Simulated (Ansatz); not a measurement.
Given:

ZrIr:
```cif
data_IrZr
_chemical_formula_sum 'Ir1 Zr1'
_space_group_name_H-M_alt 'P 1'
_space_group_IT_number 1
_cell_length_a 3.83794
_cell_length_b 3.83794
_cell_length_c 3.83794
_cell_angle_alpha 60.000
_cell_angle_beta 60.000
_cell_angle_gamma 60.000
loop_
_space_group_symop_operation_xyz
  'x, y, z'
loop_
_atom_site_label
_atom_site_type_symbol
_atom_site_fract_x
_atom_site_fract_y
_atom_site_fract_z
_atom_site_occupancy
Ir1 Ir 0.00000 0.00000 0.00000 1
Zr1 Zr 0.50000 0.50000 0.50000 1
```

This is the PBE-relaxed structure.

Task: All from PBE (plane waves, PAW; program Ansatz), unless another level is named. Estimate the formation energy from the elements (no fitted shifts).

Result: -0.50 eV/atom.

Task: Predict the density of states at the Fermi level.

Result: 0.49 states/eV per atom (mean over ±0.08 eV).

Task: Give the gap with spin–orbit coupling.

Result: none (metallic).

Space group Fm-3m (rock salt). The start of the workflow was typed in or built on a structure type; neither database checked (COD, Materials Project) lists it. COD files the formula under space group No. 221, so this cell is another polymorph or a model. Its standing as an ambient phase is unchecked. The PBE relaxation kept the symmetry of its start; its stability against distortions is not shown here. No spin polarisation was allowed. The references are the lowest solids computed at this level, not always the standard phases. Scalar-relativistic: spin–orbit coupling is off unless named, which matters more the heavier the elements.

Potentials: the earlier of the program's two PAW sets.
